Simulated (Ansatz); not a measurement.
NbCo2:
```xyz
12
Lattice="4.7920 0.0000 0.0000 -2.3960 4.1500 0.0000 0.0000 0.0000 7.8982" Properties=species:S:1:pos:R:3 pbc="T T T"
Nb     0.0000     2.7666     3.4776
Nb     2.3960     1.3833     4.4206
Nb     2.3960     1.3833     7.4267
Nb     0.0000     2.7666     0.4715
Co     0.0000     0.0000     3.9491
Co     0.0000     0.0000     0.0000
Co     3.5765     0.7017     1.9745
Co    -1.1805     3.4482     5.9236
Co     1.1805     3.4482     5.9236
Co     1.2154     0.7017     1.9745
Co     2.3960     2.7465     1.9745
Co     0.0000     1.4035     5.9236
```
The run is spin-polarised; directions of the spins, atom by atom: ↑ ↑ ↑ ↑ ↑ ↑ ↑ ↑ ↑ ↑ ↑ ↑.

Relaxed with r²SCAN.

Q: Which orbitals make up the states near the Fermi level in the program Ansatz at the r²SCAN level (PAW)?

A: Within 0.5 eV of the Fermi level: Co 3d 57 %, Nb 4d 35 %. Projections are on Löwdin-orthogonalised atomic valence shells; empty p or d shells of many metals are not among them.

Q: Tabulate the density of states.

A: States/eV per cell of 12 atoms, in 0.25 eV bins, energy from the Fermi level.

```csv
E (eV),total,Co 3d,Nb 4d,Co 4s
-7.85,0.79,0.02,0.01,0.44
-7.60,0.96,0.03,0.02,0.55
-7.35,1.16,0.05,0.04,0.68
-7.10,1.41,0.08,0.06,0.84
-6.85,1.86,0.13,0.12,1.15
-6.60,2.32,0.23,0.21,1.45
-6.35,2.20,0.29,0.28,1.34
-6.10,2.13,0.33,0.37,1.20
-5.85,1.57,0.29,0.32,0.77
-5.60,3.37,1.17,0.55,0.93
-5.35,10.22,4.94,1.99,2.10
-5.10,10.73,5.99,2.21,1.48
-4.85,11.18,7.16,2.00,1.20
-4.60,9.94,7.26,1.39,0.89
-4.35,11.47,8.02,1.76,0.82
-4.10,21.81,17.22,2.67,0.93
-3.85,18.94,14.45,2.65,0.79
-3.60,19.83,14.56,3.11,0.90
-3.35,16.71,12.90,2.27,0.85
-3.10,14.22,11.24,1.70,0.74
-2.85,14.48,11.77,1.59,0.62
-2.60,22.70,19.26,2.40,0.44
-2.35,27.92,22.70,3.91,0.41
-2.10,28.81,21.77,5.32,0.56
-1.85,21.24,15.38,3.92,0.64
-1.60,13.46,8.99,2.60,0.57
-1.35,14.09,8.70,3.05,0.67
-1.10,10.41,6.31,2.53,0.38
-0.85,9.01,4.15,3.89,0.28
-0.60,11.76,5.71,5.08,0.30
-0.35,16.57,8.47,6.83,0.45
-0.10,15.35,9.10,5.21,0.40
0.15,9.56,5.74,3.09,0.20
0.40,13.27,8.47,3.82,0.31
0.65,16.30,9.82,4.88,0.54
0.90,12.31,7.71,3.44,0.43
1.15,11.29,6.84,3.49,0.35
1.40,11.75,6.77,3.82,0.41
1.65,10.06,5.39,3.80,0.29
1.90,8.15,3.60,3.63,0.30
2.15,7.30,2.62,3.55,0.38
2.40,6.47,1.55,3.76,0.45
2.65,5.37,1.19,3.23,0.34
2.90,6.82,1.04,4.58,0.33
3.15,8.45,1.21,6.11,0.38
3.40,9.34,1.09,7.04,0.44
3.65,9.35,1.10,6.44,0.64
3.90,6.55,0.66,4.15,0.62
4.15,5.51,0.57,3.44,0.60
4.40,5.41,0.60,2.69,0.82
4.65,3.85,0.36,1.81,0.61
```

Space group P6_3/mmc. The workflow started from a Materials Project entry (that database holds measured and hypothetical structures alike); the Crystallography Open Database copy checked does not list it. COD files the formula under space group No. 227. Its standing as an ambient phase is unchecked. The r²SCAN relaxation kept the symmetry of its start; its stability against distortions is not shown here. Magnetic state: ferromagnetic, chosen from 3 collinear starts compared on coarse meshes (ties went to the first, and starts can fall back to one state), not a proven ground state. Other orbital occupations within this spin state were not tried. Spin–orbit coupling is left out wherever it is not named.

Potentials: the later of the program's two PAW sets.
